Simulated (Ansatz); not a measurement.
Cs₂AgBiBr₆ (double-perovskite type, space group Fm-3m)

```
Cs2AgBiBr6
1.0
    0.00000     5.67150     5.67150
    5.67150     0.00000     5.67150
    5.67150     5.67150     0.00000
Cs Ag Bi Br
2 1 1 6
Direct
  0.25000   0.25000   0.25000
  0.75000   0.75000   0.75000
  0.50000   0.50000   0.50000
  0.00000   0.00000   0.00000
  0.74811   0.25189   0.25189
  0.25189   0.74811   0.74811
  0.25189   0.74811   0.25189
  0.74811   0.25189   0.74811
  0.25189   0.25189   0.74811
  0.74811   0.74811   0.25189
```

The volume is varied about the relaxed value V₀ at fixed cell shape. The atoms relax within the cell's symmetry.

Level of theory: r2SCAN (plane waves to 500 eV, PAW, scalar-relativistic; Ansatz, an electronic-structure program). k mesh 5×5×5 (Γ-centred), Fermi-Dirac smearing 0.05 eV. The energy includes the smearing's −TS. Compression counts positive. Cs2AgBiBr6 was relaxed with its symmetry unable to fall. Spin-orbit coupling is left out, though Bi is heavy. The zero of ΔE is the relaxed starting cell.

```tsv
V/V₀	ΔE (meV/atom)	P (GPa)
0.840	105.4	6.95
0.880	?	4.50
0.920	21.7	2.60
0.960	5.0	1.14
1.000	0.0	0.00
1.040	4.1	-0.86
1.080	15.0	-1.51
1.120	?	-1.99
1.160	51.0	-2.34
```

What belongs in the gaps?


- 0.880, ΔE (meV/atom): 53.7
- 1.120, ΔE (meV/atom): 31.1

(Under strain, the slope of the energy per volume gives the stress and its curvature an elastic modulus.)
